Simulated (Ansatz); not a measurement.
Kick test of a cell of Cu3C

The cell was found from a structure generator's guess, not taken from experiment.

Method: DFT PBE, scalar-relativistic, plane waves, PAW in Ansatz. Settings: cutoff 420 eV, Γ-centred mesh 10×10×10 on the computed 4-atom cell, Gaussian smearing of 0.10 eV; no spin polarisation.

The cell below (4 atoms, space group Pm-3m (No. 221)) is relaxed within its symmetry.

```xyz
4
Lattice="3.8376 0.0000 0.0000 0.0000 3.8376 0.0000 0.0000 0.0000 3.8376" Properties=species:S:1:pos:R:3 pbc="T T T"
Cu    1.9188    0.0000    0.0000
Cu    0.0000    1.9188    0.0000
Cu    0.0000    0.0000    1.9188
C     0.0000    0.0000    0.0000
```

For the test a repeat of it with 8 atoms (edges 3.84, 3.84, 7.68 Å) was strained at random (σ = 1.5 % a component), the atoms were moved at random (σ = 0.15 Å), and all was relaxed again on a coarse 6×6×4 mesh (in the run’s order of axes) with 0.20 eV smearing, with no symmetry imposed.

The cell is a metal run without spin; a magnetic state may lie lower.

Problem. Is the structure stable against such a distortion?

Solution. It returns, within 1 meV/atom of the unmoved cell on that mesh and with the same symmetry when read at 0.1 Å. No instability shows in this cell; modes of other wave vectors, which need another repeat, aren't tested.
